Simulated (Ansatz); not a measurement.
A trial structure of AlH2 was built thus: 4-connected net, bridging atoms on its edges, bridges bent (P4_2/m, No. 84). Its size is a rough estimate.

```cif
data_structure
_symmetry_space_group_name_H-M 'P 1'
_symmetry_Int_Tables_number 1
_cell_length_a 4.8729
_cell_length_b 4.8729
_cell_length_c 7.7974
_cell_angle_alpha 90.000
_cell_angle_beta 90.000
_cell_angle_gamma 90.000
_cell_volume 185.15
loop_
_atom_site_label
_atom_site_type_symbol
_atom_site_fract_x
_atom_site_fract_y
_atom_site_fract_z
_atom_site_occupancy
Al1 Al 0.00000 0.00000 0.25000 1
Al2 Al 0.00000 0.00000 0.75000 1
Al3 Al 0.65668 0.23682 0.50000 1
Al4 Al 0.34332 0.76318 0.50000 1
Al5 Al 0.76318 0.65668 0.00000 1
Al6 Al 0.23682 0.34332 0.00000 1
H1 H 0.81394 0.11140 0.41876 1
H2 H 0.18606 0.88860 0.41876 1
H3 H 0.88860 0.81394 0.08124 1
H4 H 0.11140 0.18606 0.08124 1
H5 H 0.81394 0.11140 0.58124 1
H6 H 0.18606 0.88860 0.58124 1
H7 H 0.88860 0.81394 0.91876 1
H8 H 0.11140 0.18606 0.91876 1
H9 H 0.50000 0.00000 0.50000 1
H10 H 0.50000 0.50000 0.50000 1
H11 H 0.50000 0.50000 0.00000 1
H12 H 0.00000 0.50000 0.00000 1
```

These are results of Ansatz, DFT PBE, scalar-relativistic, plane waves, PAW, not measurements. Cutoff 420 eV, Gaussian smearing, Γ-centred meshes. Cell and atoms relax first on a coarse mesh and then on a finer one. In between, the cell is made exact in the group found at 0.06 Å. In metals the finer mesh still leaves noise of several meV/atom or more. The steps can't lower the symmetry of their start. No spin polarisation.

A guess keeps its type if space group and coordination stay and the shape of the cell changes little (axis ratios within about 15 %, angles within 6°); the volume may change.

Problem. Does this structure survive the relaxation?

Solution. It doesn't keep its type. The symmetry stays P4_2/m (No. 84). The volume per atom grows by 17.4 %, from 10.3 to 12.1 Å³. The shortest distance goes from 1.17 Å (Al–H) to 1.65 Å (Al–H). The ratio c/a of the conventional cell changes by a factor of 1.66. Counting neighbours within 15 % of an atom's shortest distance, the start has Al 2/4, H 2 and the end Al 2/4, H 1/2. In detail, at the end Al on a site of symmetry -4 is surrounded by 4 H at 1.65 Å; Al on a site of symmetry m is surrounded by 2 H at 1.72–1.74 Å and 2 H at 1.98 Å; H on a site of symmetry 1 has 1 Al at 1.65 Å and 1 Al at 1.98 Å; 2 more sites not described.

```
Al H
1.0
     4.34337    0.00000    0.00000
     0.00000    4.34337    0.00000
     0.00000    0.00000   11.51923
Al H
6 12
Direct
  0.00000 0.00000 0.25000
  0.00000 0.00000 0.75000
  0.80928 0.24623 0.50000
  0.19072 0.75377 0.50000
  0.75377 0.80928 0.00000
  0.24623 0.19072 0.00000
  0.77097 0.22132 0.32882
  0.22903 0.77868 0.32882
  0.77868 0.77097 0.17118
  0.22132 0.22903 0.17118
  0.77097 0.22132 0.67118
  0.22903 0.77868 0.67118
  0.77868 0.77097 0.82882
  0.22132 0.22903 0.82882
  0.50000 0.00000 0.50000
  0.50000 0.50000 0.50000
  0.50000 0.50000 0.00000
  0.00000 0.50000 0.00000
```

Formation energies are uncorrected and refer to the elements' standard structures at the same level (H₂ as a molecule).

Problem. At what energy does it end?

Solution. +0.17 eV/atom. It can't be a ground state, since the elements alone are lower.

The last run used a 10×10×4 mesh (in the run's order of axes) for its 18-atom cell and Gaussian smearing of 0.10 eV. With hydrogen, zero-point motion can shift formation energies by some tens of meV/atom. A structure relaxed within its symmetry needn't be a true minimum.

In counts of neighbours, a slash parts the counts of unlike sites.
